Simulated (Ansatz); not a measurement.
Y₁₁In₉Ni₄:
```cif
data_In9Ni4Y11
_chemical_formula_sum 'Y11 In9 Ni4'
_space_group_name_H-M_alt 'P 1'
_space_group_IT_number 1
_cell_length_a 12.99730
_cell_length_b 12.99730
_cell_length_c 3.63888
_cell_angle_alpha 90.000
_cell_angle_beta 90.000
_cell_angle_gamma 112.704
loop_
_space_group_symop_operation_xyz
  'x, y, z'
loop_
_atom_site_label
_atom_site_type_symbol
_atom_site_fract_x
_atom_site_fract_y
_atom_site_fract_z
_atom_site_occupancy
Y1 Y 0.07892 0.41634 0.00000 1
Y2 Y 0.92108 0.58366 0.00000 1
Y3 Y 0.41634 0.07892 0.00000 1
Y4 Y 0.58366 0.92108 0.00000 1
Y5 Y 0.62540 0.37460 0.00000 1
Y6 Y 0.37460 0.62540 0.00000 1
Y7 Y 0.83865 0.16135 0.00000 1
Y8 Y 0.16135 0.83865 0.00000 1
Y9 Y 0.00000 0.00000 0.00000 1
Y10 Y 0.31211 0.31211 0.00000 1
Y11 Y 0.68789 0.68789 0.00000 1
In1 In 0.84016 0.36862 0.50000 1
In2 In 0.15984 0.63138 0.50000 1
In3 In 0.36862 0.84016 0.50000 1
In4 In 0.63138 0.15984 0.50000 1
In5 In 0.07811 0.21976 0.50000 1
In6 In 0.92189 0.78024 0.50000 1
In7 In 0.21976 0.07811 0.50000 1
In8 In 0.78024 0.92189 0.50000 1
In9 In 0.50000 0.50000 0.50000 1
Ni1 Ni 0.24648 0.44904 0.50000 1
Ni2 Ni 0.75352 0.55096 0.50000 1
Ni3 Ni 0.44904 0.24648 0.50000 1
Ni4 Ni 0.55096 0.75352 0.50000 1
```

Relaxed with r²SCAN.

### Question
Which orbitals make up the states near the Fermi level in the program Ansatz at the r²SCAN level (PAW)?

### Answer
Within 0.5 eV of the Fermi level: Y 4d 59 %, In 5p 20 %, Ni 3d 9 %. Projections are on Löwdin-orthogonalised atomic valence shells; empty p or d shells of many metals are not among them.

### Question
Tabulate the density of states.

### Answer
States/eV per cell of 24 atoms, in 0.25 eV bins, energy from the Fermi level.

```tsv
E (eV)	total	Y 4d	Ni 3d	In 5p
-7.85	2.50	0.06	0.00	0.22
-7.60	3.78	0.15	0.01	0.43
-7.35	4.55	0.25	0.01	0.59
-7.10	3.52	0.29	0.01	0.56
-6.85	4.61	0.43	0.03	0.62
-6.60	5.05	0.61	0.04	0.74
-6.35	6.25	0.91	0.05	0.97
-6.10	7.74	1.40	0.08	1.11
-5.85	7.89	1.72	0.10	1.05
-5.60	6.26	1.38	0.10	0.95
-5.35	5.41	1.39	0.11	0.79
-5.10	3.92	1.13	0.07	0.67
-4.85	4.58	1.52	0.10	0.66
-4.60	3.84	1.26	0.09	0.73
-4.35	4.35	1.03	0.08	1.33
-4.10	3.90	0.87	0.10	1.30
-3.85	3.77	0.91	0.11	1.35
-3.60	4.46	1.12	0.19	1.70
-3.35	8.30	2.21	0.53	3.11
-3.10	12.46	3.81	1.06	4.34
-2.85	11.89	3.13	2.19	4.26
-2.60	20.37	4.59	8.11	5.49
-2.35	32.02	6.96	16.56	6.37
-2.10	47.56	7.01	33.77	5.14
-1.85	53.10	6.04	40.10	5.02
-1.60	26.38	4.88	14.89	4.98
-1.35	26.36	6.51	11.65	6.29
-1.10	19.83	6.49	5.29	6.36
-0.85	17.97	6.75	3.36	6.25
-0.60	12.46	5.30	1.84	4.05
-0.35	11.30	5.99	1.17	2.77
-0.10	12.56	7.52	1.03	2.61
0.15	13.67	8.46	1.14	2.43
0.40	13.65	8.60	1.16	2.30
0.65	11.99	8.01	0.88	1.66
0.90	15.31	10.04	1.32	2.18
1.15	18.99	13.05	2.07	2.17
1.40	20.34	14.57	1.33	2.34
1.65	20.34	14.77	0.94	2.55
1.90	23.44	16.68	0.90	3.20
2.15	24.10	17.56	0.92	2.86
2.40	24.45	18.15	0.87	2.44
2.65	22.28	16.24	0.64	2.25
2.90	25.11	18.63	0.66	2.32
3.15	20.29	14.69	0.51	1.97
3.40	17.30	12.54	0.40	1.50
3.65	16.42	11.32	0.29	1.57
```

Space group Cmmm. The first step of the workflow began from a Materials Project structure, measured or hypothetical; the Crystallography Open Database copy checked does not list it. Whether it is the stable phase at ambient conditions was not checked. Symmetry was held in the r²SCAN relaxation; whether a distortion lowers the energy is not shown. No spin polarisation was allowed. Scalar-relativistic: spin–orbit coupling is off unless named, which matters more the heavier the elements.

Potentials: the later of the program's two PAW sets.
